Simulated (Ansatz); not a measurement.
Values for one crystal, relaxed and computed with DFT-r²SCAN in the program Ansatz with PAW potentials; other levels are named.

- Volume per atom: 15.73 Å³
- Band gap: 3.10 eV (smallest direct gap 3.10 eV)
- Valence-band maximum: at T
- Conduction-band minimum: at Γ
- Formation energy from the elements (no fitted shifts): -2.53 eV/atom

Q: Pick the material that matches.
A) BaTiO3, cubic perovskite
B) TiSe2O6, P2_1/c (Pearson symbol mP18)
C) RbNdSe2, R-3m (Se on 6c, Nd on 3b, Rb on 3a)
D) Ta2Mo2O11, R-3m (Pearson symbol hR15)

A: D, Ta2Mo2O11, R-3m (Pearson symbol hR15)

The first step of the workflow began from a Materials Project structure, measured or hypothetical; the Crystallography Open Database copy checked does not list it. Its standing as an ambient phase is unchecked. The cell was relaxed with r²SCAN under the symmetry of its start; whether a distortion lowers the energy is not shown. The run is not spin-polarised. No Hubbard U is applied. A crystal of weakly bound layers computed without a dispersion correction: the cell and the soft elastic constants depend strongly on that. The references are the lowest solids computed at this level, not always the standard phases (solids in place of the gases). Spin–orbit coupling is left out wherever it is not named.

Potentials: the later of the program's two PAW sets.
